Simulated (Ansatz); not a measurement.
SiC (zinc blende)

```xyz
2
Lattice="0.0000 2.1899 2.1899 2.1899 0.0000 2.1899 2.1899 2.1899 0.0000" Properties=species:S:1:pos:R:3 pbc="T T T"
C      3.2848     3.2848     3.2848
Si     0.0000     0.0000     0.0000
```

E(V) scan at fixed shape, V₀ the volume above. Symmetry pins the atoms to their sites.

These are PBE (plane waves to 420 eV, PAW, scalar-relativistic; Ansatz, a quantum-chemistry and plane-wave program) values and carry that method's errors. k mesh 13×13×13 (Γ-centred), Fermi-Dirac smearing 0.05 eV. The energy includes the smearing's −TS. Stress and pressure are positive under compression. SiC was relaxed with its symmetry unable to fall. The PAW data are Ansatz's earlier set. The zero of ΔE is the relaxed starting cell.

```tsv
V (Å³/atom)	ΔE (meV/atom)
9.871	27.8
9.997	17.4
10.123	9.6
10.249	withheld
10.375	1.0
10.501	0.0
10.628	1.0
10.754	3.9
10.880	8.5
11.006	14.9
11.132	22.8
```

Task: Fit a third-order Birch-Murnaghan form (E₀, V₀, B₀, B₀′ free) to the given rows and predict ΔE at V = 10.249.

Result: Least squares on the 10 given rows: ΔE = E₀ + (9V₀B₀/16)·y²·[2 + (B₀′ − 4)y], y = (V₀/V)^(2/3) − 1, with V₀ = 10.501 Å³/atom, B₀ = 212.6 GPa (160.2 GPa = 1 eV/Å³; the term in eV is multiplied by 1000), B₀′ = 4.02, E₀ = -0.01 meV/atom; root-mean-square residual 0.02 meV/atom. At 10.249 the fit gives 4.2 meV/atom; the calculation gives 4.2 meV/atom, the same to the digits shown. For the pressure the fit gives 5.4 GPa against the computed 5.4 GPa.

(Under strain, the slope of the energy per volume gives the stress and its curvature an elastic modulus.)
